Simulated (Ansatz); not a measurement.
**What a trial cell of NaC12 relaxes into**

Theory: DFT PBE+D3(BJ), scalar-relativistic, plane waves, PAW in Ansatz. Cutoff 420 eV, Gaussian smearing, Γ-centred meshes. Cell and atoms relax first on a coarse mesh and then on a finer one. In between, the cell is made exact in the group found at 0.06 Å. In metals the finer mesh still leaves noise of several meV/atom or more. The steps can't lower the symmetry of their start. No spin polarisation in the relaxation; trial moments died out in a coarse test.

A trial structure of NaC12 was built thus: Na between graphite sheets, stage 2 (P-62m, No. 189) (host C; sites filled 1 of 3). The dimensions are guesses.

```
Na C
1.0
     4.25401    0.00000    0.00000
    -2.12700    3.68408    0.00000
     0.00000    0.00000    7.00974
Na C
1 12
Direct
  0.00000 0.00000 0.00000
  0.33333 0.00000 0.75465
  0.00000 0.33333 0.75465
  0.66667 0.66667 0.75465
  0.66667 0.00000 0.76229
  0.33333 0.33333 0.76229
  0.00000 0.66667 0.76229
  0.66667 0.00000 0.23771
  0.33333 0.33333 0.23771
  0.00000 0.66667 0.23771
  0.33333 0.00000 0.24535
  0.00000 0.33333 0.24535
  0.66667 0.66667 0.24535
```

Energies over the elements count from the elements' standard structures at the same level, with no fitted energy shifts.

Task: Where does the relaxation end?

Result: The symmetry goes from P-62m (No. 189) to P6/mmm (No. 191). The volume per atom grows by 13.3 %, from 8.5 to 9.6 Å³. The shortest distance goes from 1.42 Å (C–C) to 1.43 Å (C–C). The energy falls by about 0.17 eV/atom (the start's value is from the coarse mesh). Conventional cell: a = 4.292 Å, c = 7.801 Å. Around Na lie 12 C at 2.67 Å; C is surrounded by 3 C at 1.43 Å, 6 C at 2.48 Å and 1 Na at 2.67 Å.

```cif
data_structure
_symmetry_space_group_name_H-M 'P6/mmm'
_symmetry_Int_Tables_number 191
_cell_length_a 4.2924
_cell_length_b 4.2924
_cell_length_c 7.8005
_cell_angle_alpha 90.000
_cell_angle_beta 90.000
_cell_angle_gamma 120.000
_cell_volume 124.47
loop_
_atom_site_label
_atom_site_type_symbol
_atom_site_symmetry_multiplicity
_atom_site_Wyckoff_symbol
_atom_site_fract_x
_atom_site_fract_y
_atom_site_fract_z
_atom_site_occupancy
Na1 Na 1 a 0.00000 0.00000 0.00000 1
C1 C 12 n 0.33341 0.00000 0.71163 1
```

Task: How does it come out in energy, and is it a metal?

Result: The formation energy is +0.03 eV/atom. The gap on the 12×12×6 mesh of the 13-atom cell is 0 eV (a metal).

It can't be a ground state, since the elements alone are lower.

The last run used Gaussian smearing of 0.10 eV. The k mesh leaves some 4 meV/atom of noise in the energy of each metallic cell. An odd number of electrons in the primitive cell allows no gap without spin; a larger cell or a magnetic state could open one. A structure relaxed within its symmetry needn't be a true minimum. In all, the 3 runs took 12 min on 1 thread of Arm Neoverse N1 (shared host).
